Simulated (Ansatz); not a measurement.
Tl:
```yaml
crystal:
  lattice:
    - [0.00000, 3.55881, 3.55881]
    - [3.55881, 0.00000, 3.55881]
    - [3.55881, 3.55881, 0.00000]
  atoms:
    - { symbol: Tl, position: [0.00000, 0.00000, 0.00000] }
    - { symbol: Tl, position: [0.25000, 0.25000, 0.25000] }
```

Relaxed with PBE. Special points in fractions of this cell's reciprocal vectors: Γ (0.000, 0.000, 0.000); X (0.500, 0.000, 0.500); U (0.625, 0.250, 0.625); K (0.375, 0.375, 0.750); L (0.500, 0.500, 0.500); W (0.500, 0.250, 0.750).

### Question
List the band energies nearest the Fermi level at these points for plane-wave PAW PBE (Ansatz code).

### Answer
In eV from the Fermi level; about four levels below and three above (degenerate sets whole), none deeper than 8.9 eV; points with the same levels are listed once.

| k | below | above |
|---|---|---|
| Γ | -8.57 -1.48 | 2.15 2.15 2.15 |
| X | -5.94 -5.94 -0.30 -0.30 | 2.15 2.15 8.46 8.46 |
| U | -6.29 -5.54 -1.13 | 0.04 2.33 4.35 |
| L | -7.17 -4.74 | 0.65 0.97 0.97 |
| W | -5.91 -5.91 -0.82 -0.82 | 4.19 4.19 5.31 5.31 |

Space group Fd-3m (diamond). The start of the workflow was typed in or built on a structure type; neither database checked (COD, Materials Project) lists it. It is not the phase usual at ambient conditions (space group No. 194). The PBE relaxation kept the symmetry of its start; its stability against distortions is not shown here. Spin–orbit coupling is left out wherever it is not named.

Potentials: the later of the program's two PAW sets.
